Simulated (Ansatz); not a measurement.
YHSe:
```yaml
crystal:
  lattice:
    - [3.83893, 0.00000, 0.00000]
    - [-1.91947, 3.32461, 0.00000]
    - [0.00000, 0.00000, 3.91904]
  atoms:
    - { symbol: Y, position: [0.00000, 0.00000, 0.00000] }
    - { symbol: H, position: [0.33333, 0.66667, 0.00000] }
    - { symbol: Se, position: [0.66667, 0.33333, 0.50000] }
```

Relaxed with r²SCAN. Special points in fractions of this cell's reciprocal vectors: Γ (0.000, 0.000, 0.000); M (0.500, 0.000, 0.000); K (0.333, 0.333, 0.000); A (0.000, 0.000, 0.500); L (0.500, 0.000, 0.500); H (0.333, 0.333, 0.500).

Problem. List the band energies nearest the valence-band maximum at these points for r²SCAN with spin–orbit coupling in the plane-wave PAW code Ansatz.

Solution. In eV from the valence-band maximum; about four levels below and three above (degenerate sets whole), none deeper than 8.9 eV; points with the same levels are listed once.

```json
[
 {"k": "Γ", "below": "-1.39 -1.39 -1.31 -1.31", "above": "2.06 2.06 4.31 4.31"},
 {"k": "M", "below": "-2.02 -2.02 -1.35 -1.35", "above": "3.26 3.26 3.90 3.90"},
 {"k": "K", "below": "-2.30 -2.29 -0.76 -0.61", "above": "2.63 2.66 3.40"},
 {"k": "A", "below": "-0.92 -0.92 0.00 0.00", "above": "2.30 2.30 2.37 2.37"},
 {"k": "L", "below": "-3.20 -3.20 -2.19 -2.19", "above": "4.29 4.29 5.41 5.41"},
 {"k": "H", "below": "-3.13 -3.06 -2.54 -2.35", "above": "4.73 4.74 4.97"}
]
```

Space group P-6m2. The workflow started from a Materials Project entry (that database holds measured and hypothetical structures alike); the Crystallography Open Database copy checked does not list it. Its standing as an ambient phase is unchecked. Symmetry was held in the r²SCAN relaxation; whether a distortion lowers the energy is not shown. No spin polarisation was allowed.

Potentials: the later of the program's two PAW sets.
